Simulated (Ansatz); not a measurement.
A geometry of Bi2Te3 away from equilibrium: step 2 of the relaxation of a generated cell, Bi2Te3 placed in the AFLOW prototype A3B2_hP5_164_ad_d (D5_13, as in Al3Ni2). Calculation: r2SCAN (plane waves to 500 eV, PAW, scalar-relativistic; Ansatz, a program for electronic structure). Γ-centred k-mesh 5×5×4 on the run's cell (coarser than for final values), Fermi–Dirac smearing 0.05 eV. The plane waves were selected for a different cell earlier on the path.

```yaml
crystal:
  lattice:
    - [5.43551, 0.00000, 0.00000]
    - [-2.71776, 4.70729, 0.00000]
    - [0.00000, 0.00000, 6.58134]
  atoms:
    - { symbol: Te, position: [0.00000, 0.00000, 0.00000] }
    - { symbol: Te, position: [0.33333, 0.66667, 0.67378] }
    - { symbol: Te, position: [0.66667, 0.33333, 0.32622] }
    - { symbol: Bi, position: [0.33333, 0.66667, 0.17815] }
    - { symbol: Bi, position: [0.66667, 0.33333, 0.82185] }
```

Task: Give the Cartesian forces on all atoms (eV/Å).

Result: 
| atom | Fx | Fy | Fz |
|---|---|---|---|
| Te1 | 0.00 | 0.00 | 0.00 |
| Te2 | 0.00 | 0.00 | 0.12 |
| Te3 | 0.00 | 0.00 | -0.12 |
| Bi4 | 0.00 | 0.00 | 0.68 |
| Bi5 | 0.00 | 0.00 | -0.68 |

The path ends in P-3m1 (No. 164). No spin polarisation in the result.

The run could not lose the symmetry of its start: the end is stationary, and may be a saddle point rather than a minimum.

The end of the path is a generated cell of Bi2Te3: the first start was made by placing the elements on the sites of a structure type, and the end was not matched to a known phase here, so it may be hypothetical. Known forms of Bi2Te3 include space group No. 166.
